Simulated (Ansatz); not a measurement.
Surface calculation: bcc Mo (110), 4 layers

The slab is cut from the bcc crystal, the stable phase, as relaxed on PAW files (15.79 Å³/atom), with 16 Å of vacuum and a dipole correction:

```yaml
crystal:
  lattice:
    - [2.73737, 0.00000, 0.00000]
    - [-0.91246, 2.58081, 0.00000]
    - [0.00000, 0.00000, 22.70520]
  atoms:
    - { symbol: Mo, position: [0.25000, 0.25000, 0.35234] }
    - { symbol: Mo, position: [0.75000, 0.75000, 0.45078] }
    - { symbol: Mo, position: [0.25000, 0.25000, 0.54922] }
    - { symbol: Mo, position: [0.75000, 0.75000, 0.64766] }
```

Computed with Ansatz 0.2.0; functional PBE, scalar-relativistic. Settings: a Γ-centred 13×13×1 k mesh, Fermi–Dirac smearing of 0.1 eV, no spin polarisation. Methods: LAPW: all electrons, basis error target 1 meV/atom; PAW: frozen-core files, cutoff 420 eV.

The bulk energy comes from a cell in the slab's orientation on a 13×13×8 mesh. The surface energy is (E(slab) − N·E(bulk))/2A at zero smearing, the mean of both faces; thin slabs carry quantum-size effects.

Problem. As cut, the LAPW slab lies 2.569 eV above 4 atoms of bulk. What surface energy is that?

Solution. Over two faces of 7.06 Å² it is 181.8 meV/Å², and times 16.02 J/m² per eV/Å² that gives γ = 2.914 J/m².

Problem. What do relaxation and the other method give, and what work function comes out?

Solution. 

```csv
method,γ as cut (J/m²),γ relaxed (J/m²),Φ as cut (eV),Φ relaxed (eV)
LAPW,2.914,2.848,4.69,4.59
PAW,2.912,2.847,4.69,4.59
```

Problem. How do the spacings between the planes relax?

Solution. From the bottom face up: d12 -4.2 % of 2.235 Å, d23 +0.9 % of 2.235 Å, d34 -4.2 % of 2.235 Å.

Problem. What changes if the vacuum is set to 11 Å?

Solution. LAPW then gives: no gap, work function 4.58 eV; PAW: no gap, work function 4.58 eV. The program warns that the vacuum is too thin.

Problem. A 3d core hole is made on one atom of each kind in every 1×1 cell (PAW hole dataset, neutral cell, valence without spin). What does it cost by layer?

Solution. layer 1 226.97 eV, layer 2 227.29 eV. Shifts between layers mean more than the absolute values, and a whole layer of holes screens otherwise than one hole.
